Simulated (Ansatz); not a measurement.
LaC2 in space group Immm (No. 71; La on 2a, C on 4h) at seven volumes, the program Ansatz at the PBEsol level (PAW), shape and atoms relaxed at each. One row is withheld.

| V (Å³/atom) | P (GPa) |
|---|---|
| 15.507 | ? |
| 16.018 | 6.73 |
| 16.529 | 3.10 |
| 17.041 | 0.00 |
| 17.552 | -2.64 |
| 18.063 | -4.89 |
| 18.574 | -6.81 |

**Question.** Fit the shown pressures and predict the withheld one.

**Answer.** Third-order Birch–Murnaghan: P = (3/2)B₀(x^(7/2) − x^(5/2))[1 + (3/4)(B′ − 4)(x − 1)] with x = (V₀/V)^(2/3). Least squares on the six rows gives V₀ = 17.041 Å³/atom, B₀ = 95.14 GPa, B′ = 4.31. At V = 15.507, x = 1.0649 and P = 11.00 GPa. The run itself gave 10.97 GPa.

The workflow started from a Materials Project entry (that database holds measured and hypothetical structures alike); the Crystallography Open Database copy checked does not list it. COD files the formula under space group No. 139. Its standing as an ambient phase is unchecked. The cell was relaxed with PBEsol under the symmetry of its start; its stability against distortions is not shown here. Spin–orbit coupling is left out wherever it is not named.

Potentials: the later of the program's two PAW sets.
